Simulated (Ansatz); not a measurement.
One crystal and one scan (scan of one atom of the cell) at two levels, PBE-D3(BJ) (plane waves to 420 eV, PAW, scalar-relativistic; Ansatz, a quantum-chemistry and plane-wave program) and r2SCAN+rVV10 (plane waves to 500 eV, PAW, scalar-relativistic; Ansatz), each from its own relaxed cell and on its own mesh. The cell shown is that of PBE-D3(BJ).

Relaxed C (graphite type, space group P6_3/mmc):

```
CELL_PARAMETERS angstrom
      2.46498     0.00000     0.00000
     -1.23249     2.13473     0.00000
      0.00000     0.00000     6.72886
ATOMIC_POSITIONS crystal
  C  0.00000 0.00000 0.25000
  C  0.00000 0.00000 0.75000
  C  0.33333 0.66667 0.25000
  C  0.66667 0.33333 0.75000
```

In each cell atom 1 (C, nearest neighbour C at 1.423 Å; its periodic images, 2.5 Å or more away, move with it) moves by s·(0.000, 0.000, 1.000) (along Cartesian z), the rest being held.

Energies are smeared free energies. C was relaxed with its symmetry unable to fall. The PAW data are Ansatz's earlier set. With partly filled bands, energies and forces of such displacements shift with the k mesh and the smearing. Both scans cover s from -0.430 to 0.430 Å.

ΔE (meV/cell), each from the undisplaced structure of its own level:

```
s (Å)   PBE-D3(BJ)  r2SCAN+rVV10
------  ----------  ------------
-0.430        1564          1626
-0.344         997      withheld
-0.258         559           580
-0.172         247           257
-0.086          62            64
0.000            0             0
0.086           62            64
0.172          247           257
0.258          559           580
0.344          997      withheld
0.430         1564          1626
```

### Question
Estimate the r2SCAN+rVV10 value at 0.344 from the PBE-D3(BJ) value there and the ratio of the two levels in the two nearest given rows on that side of the minimum.

### Answer
At 0.258 and 0.430 the ratio r2SCAN+rVV10/PBE-D3(BJ) averages 1.039, which gives 1.039 × 997 = 1036 meV/cell. The calculation gives 1036 meV/cell, +3.9 % against PBE-D3(BJ).

(For displaced atoms, the force is minus the slope of the energy, and its curvature is a force constant, which sets phonon frequencies.)
